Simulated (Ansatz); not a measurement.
# One relaxed cell of H4BrN at several levels

A database entry relaxed whole under r2SCAN at zero pressure (P4/nmm, No. 129):

```
CELL_PARAMETERS angstrom
5.73295 0.00000 0.00000
0.00000 5.73295 0.00000
0.00000 0.00000 4.09999
ATOMIC_POSITIONS crystal
H 0.00000 0.14728 0.14501
H 0.35272 0.50000 0.14501
H 0.00000 0.85272 0.14501
H 0.64728 0.50000 0.14501
H 0.50000 0.35272 0.85499
H 0.85272 0.00000 0.85499
H 0.50000 0.64728 0.85499
H 0.14728 0.00000 0.85499
Br 0.00000 0.50000 0.46016
Br 0.50000 0.00000 0.53984
N 0.00000 0.00000 0.00000
N 0.50000 0.50000 0.00000
```

Its volume is 11.23 Å³ an atom, -4.0 % against the entry's 11.70, which is old or was flagged in a check.

Single points on this cell with plane-wave PAW DFT (Ansatz 0.2.0; r2SCAN 500 eV, hybrids 420 eV; fermi-dirac occupations of width 0.020 eV; no moments): r2SCAN on a 6×6×8 Γ-centred mesh; HSE06 on a 4×4×4 Γ-centred mesh; PBE0 on a 4×4×4 Γ-centred mesh.

Q: How do gap, pressure and charges move from level to level?

A: The runs give:

```csv
level,"gap (eV), or kind",pressure (GPa),Bader charge of H (e),Bader charge of Br (e),Bader charge of N (e)
r2SCAN,4.88,0.0,+0.47,-0.75,-1.14
HSE06,5.52,0.4,+0.48,-0.76,-1.15
PBE0,6.23,0.3,+0.48,-0.76,-1.15
```

Under r2SCAN the gap is 4.88 eV, over mesh and band path. HSE06 moves it by +0.64 eV and PBE0 by +1.35 eV; PBE0 keeps its exact exchange at long range, which widens the gap over HSE06's by 0.71 eV on their common mesh.

Caveats: the relaxation kept the start's symmetry; HSE06 is read on its mesh and at the zone's corners, PBE0 on its mesh alone; hybrid pressures are good to a few tenths of a GPa; no spin-orbit coupling, which narrows gaps of heavier elements; pressure is positive in compression.
